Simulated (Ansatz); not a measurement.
Consider the following.

LaF$_{3}$ (space group P6_3/mmc)

```
LaF3
1.0
    4.15905     0.00000     0.00000
   -2.07952     3.60184     0.00000
    0.00000     0.00000     7.34099
La F
2 6
Direct
  0.66667   0.33333   0.75000
  0.33333   0.66667   0.25000
  0.33333   0.66667   0.91996
  0.66667   0.33333   0.08004
  0.66667   0.33333   0.41996
  0.33333   0.66667   0.58004
  0.00000   0.00000   0.25000
  0.00000   0.00000   0.75000
```

This relaxed cell (volume V₀) is scaled evenly in all directions, its shape held. The atoms relax within the cell's symmetry.

Method: r2SCAN (plane waves to 500 eV, PAW, scalar-relativistic; Ansatz, a program for electronic structure). k mesh 9×9×5 (Γ-centred), Fermi-Dirac smearing 0.05 eV. Energies are smeared free energies. Compression counts positive. With the shape held, the modulus is that of even scaling; a crystal free to change shape is softer. LaF3 is run without spin polarisation. LaF3 was relaxed with its symmetry unable to fall. This is one of several known forms of LaF3; the measured ambient cells at hand have space group No. 165. ΔE is measured from the relaxed starting cell.

The scan covers V/V₀ from 0.840 to 1.160 in 11 points.

What is the fitted pressure derivative B₀′?

4.6.

What bulk modulus at fixed cell shape B₀ follows from a third-order Birch-Murnaghan fit?

121 GPa.

(A scan under strain: stresses follow from slopes of the energy per volume, elastic moduli from its curvatures.)
